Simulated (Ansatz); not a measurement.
The relaxed structure here is a generated cell of CsSnI3: the first start was made by placing the elements on the sites of a structure type, and the end was not matched to a known phase here, so it may be hypothetical. Known forms of CsSnI3 include space group No. 62, 221.

The end point of a relaxation of CsSnI3. Space group R-3c (No. 167), AFLOW prototype ABC3_hR10_167_a_b_e (as in LiNbO3). All values below come from r2SCAN (plane waves to 500 eV, PAW, scalar-relativistic; Ansatz, an electronic-structure program).

Space group R-3c, hexagonal axes (No. 167); a = 8.840 Å, b = 8.840 Å, c = 21.152 Å, α = 90.00°, β = 90.00°, γ = 120.00°

```
atom  site  symmetry       x       y       z
----  ----  --------  ------  ------  ------
Cs      6a        32  0.0000  0.0000  0.2500
Sn      6b       -3.  0.0000  0.0000  0.0000
I      18e        .2  0.5504  0.5504  0.2500
```
(The calculation used a cell of 10 atoms; values per cell refer to that cell.)

Question: Estimate the band gap that r2SCAN returns for this input.

Answer: 0.71 eV, direct at Γ (no spin-orbit coupling).

No spin polarisation in the result. Spin-orbit coupling is missing; with elements this heavy it can move band edges by tenths of an eV or more.

The run could not lose the symmetry of its start: the end is stationary, and may be a saddle point rather than a minimum.
